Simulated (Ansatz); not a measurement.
# Checking a converged run of TiN

System: TiN, an experimental structure (space group Fm-3m, primitive cell doubled); the cell holds 4 atoms. The computed pressure is over 10 GPa in size, so the cell is far from the computed equilibrium volume (the chosen U may not suit it). Source: COD entry 1101081; the sample's temperature and pressure aren't taken into account, and it need not be the stable phase.

Method: DFT, PBE+U, PAW, plane waves, scalar-relativistic in Ansatz development build ahead of 0.2.0.

```yaml
crystal:
  lattice:
    - [0.0, -2.1205, -2.1205]
    - [-4.241, -2.1205, -2.1205]
    - [0.0, 2.1205, -2.1205]
  atoms:
    - { symbol: Ti, position: [0.0, 0.0, 0.0], spin: 1.0 }
    - { symbol: Ti, position: [0.0, 0.5, 0.5], spin: 1.0 }
    - { symbol: "N", position: [0.5, 0.0, 0.5] }
    - { symbol: "N", position: [0.5, 0.5, 0.0] }
magnetization:
  spin_polarized: true
hamiltonian:
  xc: pbe
  pseudopotentials: { kind: paw }
  hubbard: { sites: [{ species: Ti, l: d, u_eff: 6.0 }] }
basis:
  ecutwfc: 420
kpoints:
  mp_grid: { grid: [8, 5, 7] }
scf:
  occupations: { method: fermi_dirac, width: 0.02 }
  lower_state_search: "off"
output:
  forces: true
  stress: true
```

Launched as:
```sh
ansatz run input.yaml --threads 2 --pin off --max-ram 5120MiB --backend cpu --events-out ev --progress --plain --runs-dir out
```

It took 63 s on 2 threads of Arm Neoverse V1, on a shared host, peak memory 0.64 GiB.

The end of the output:

```
SCF converged after 51 iterations
Stability not told: the lowest value that the SCF's own minimisation read on its close, 1.2e-1 (residual 1.0e-3), is positive but too near zero to vouch for directions that it does not look along: no lower mode is shown, and none is ruled out
Magnetization: 1.9500 μB (17.9750 up, 16.0250 down)
Absolute magnetization: 1.9820 μB (∫|ρ↑−ρ↓|, with the PAW one-centre terms)
Spin contamination: 0.0220 ħ² per cell (⟨S²⟩ above its minimum at these occupations)
Per-site moments (μB) at R_I (Å): [(0.6977, 0.8747), (0.6977, 0.8747), (0.0090, 0.8747), (0.0090, 0.8747)]
Free energy (F): -5763.502944 eV
Harris-Foulkes:  -5763.502944 eV  (|F-HF|=2.26e-9)
Internal energy: -5763.502509 eV  (E = F + TS)
E sigma→0 (E₀):  -5763.502727 eV
Entropy (-TS):   -0.000435 eV (-0.109 meV/atom)
Fermi energy:    17.151228 eV
--- Forces (eV/Å), atoms counted from 1 ---
  atom   1  Ti     0.00000000     0.00000000     0.00000000
  atom   2  Ti    -0.00000000     0.00000000     0.00000000
  atom   3  N      0.00000000    -0.00000000     0.00000000
  atom   4  N     -0.00000000    -0.00000000     0.00000000
--- Stress (GPa, compression-positive) ---
       34.296417      -3.323495      -3.323495
       -3.323376      34.130429      -3.307966
       -3.323376      -3.307966      34.130429
  P = ⅓ Tr σ = 34.1858 GPa (341.858 kbar)
```

The mesh is too coarse to rank close states of a metal with certainty: differences of some tens of meV/atom may change, at times in sign. The mesh has less symmetry than the lattice, which lowers the symmetry of the run.

A static U favours moments and orbital order; the result depends on U and need not be the measured state.

Site moments are taken inside atomic spheres and don't add up to the total.

Eigenvalues of the Hubbard occupation matrices: Ti1 up 0.13 0.13 0.26 0.26 0.94, down 0.08 0.10 0.10 0.24 0.24; Ti2 up 0.13 0.13 0.26 0.26 0.94, down 0.08 0.10 0.10 0.24 0.24.

Problem. The run converged. Is this the lowest state of the cell, and if not, what lies lower and how is it reached?

Solution. No, on this mesh. A state 4.6 meV/atom (0.018 eV per cell) lower exists in this cell: ferromagnetic, site moments Ti1 0.71, Ti2 0.71, N3 0.01, N4 0.01 μB, total 1.99 μB per cell, no gap on the k-mesh (the moments match this run's, so the two differ in another way, such as which orbitals are filled). It was reached from: parallel moments, default search for lower states [Ti1 1.00, Ti2 1.00 μB]; the moments in brackets, symmetry off, default search [Ti1 1.00, Ti2 1.00 μB]. Its occupation eigenvalues are Ti1 up 0.13 0.13 0.25 0.27 0.95, down 0.08 0.10 0.10 0.23 0.24; Ti2 up 0.13 0.13 0.25 0.27 0.95, down 0.08 0.10 0.10 0.23 0.24. States within about 5 meV/atom are too close for this mesh, smearing and search to settle their order. This multiple of the primitive cell fits some opposed orders; other multiples fit others. The order of the states may change once the cell relaxes. Orders that need a larger cell or non-collinear spins weren't tried.
